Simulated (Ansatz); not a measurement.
The elements of this relaxed trial crystal are hidden behind letters.

```
lattice vectors (Å)
   0.0000    4.0972    4.0972
   4.0972    0.0000    4.0972
   4.0972    4.0972    0.0000
fractional positions
X 0.5000 0.0000 0.0000
X 0.0000 0.5000 0.5000
X 0.0000 0.5000 0.0000
X 0.5000 0.0000 0.5000
X 0.0000 0.0000 0.5000
X 0.5000 0.5000 0.0000
X 0.0000 0.0000 0.0000
Z 0.5000 0.5000 0.5000
```

Method: Ansatz 0.2.0, DFT PBE, scalar-relativistic, plane waves, PAW. Settings of the last relaxation (8-atom cell): 420 eV, 8×8×8 k points, Gaussian smearing of 0.10 eV, no spin polarisation.

| Quantity | Value |
| --- | --- |
| Space group | Fm-3m (No. 225) |
| Conventional cell | a = 8.194 Å |
| Volume per atom | 17.20 Å³ |
| Density | 1.49 g/cm³ |
| Energy over the elements | −0.18 eV/atom |
| Gap on the 8×8×8 mesh of the 8-atom cell | 0 eV (a metal) |

Energies are uncorrected and count from the elements' standard states at the same level.

Problem. X is an s-block element of period 2 and Z is a p-block element of period 4. Which elements are they?

Solution. X = Li, Z = As, so the formula is Li7As. Density times volume gives a mean mass of 1.49 × 17.20/1.6605 = 15.4 u per atom, and this set has 15.4 u. Among the elements that the hints allow, noble gases aside, only these give it. Li on a site of symmetry mmm has 10 Li at 2.90 Å and 2 As at 2.90 Å; Li on a site of symmetry m-3m is surrounded by 12 Li at 2.90 Å; around As lie 12 Li at 2.90 Å.

Symmetry constrained the relaxation, so the result can be a saddle point.
